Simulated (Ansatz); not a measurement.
Consider the following.

RhPb2:
```
RhPb2
1.0
   -3.33712     3.33712     2.91211
    3.33712    -3.33712     2.91211
    3.33712     3.33712    -2.91211
Rh Pb
2 4
Cartesian
  0.00000   0.00000   1.45605
  0.00000   0.00000   4.36816
  1.10290   4.44002   0.00000
  2.23422   1.10290   0.00000
  2.23422  -1.10290   2.91211
  1.10290   2.23422   2.91211
```

This is the PBEsol-relaxed structure.

### Question
All from DFT-PBEsol in the program Ansatz with PAW potentials, unless another level is named. Predict the density of states at the Fermi level.

### Answer
0.51 states/eV per atom (mean over ±0.08 eV).

### Question
And the formation energy from the elements (no fitted shifts)?

### Answer
-0.076 eV/atom.

Space group I4/mcm. The workflow started from an entry of the Crystallography Open Database (COD). Whether it is the stable phase at ambient conditions was not checked. The PBEsol relaxation kept the symmetry of its start; its stability against distortions is not shown here. The run is not spin-polarised. The references are the lowest solids computed at this level, not always the standard phases. Scalar-relativistic: spin–orbit coupling is off unless named, which matters more the heavier the elements.

Potentials: the later of the program's two PAW sets.
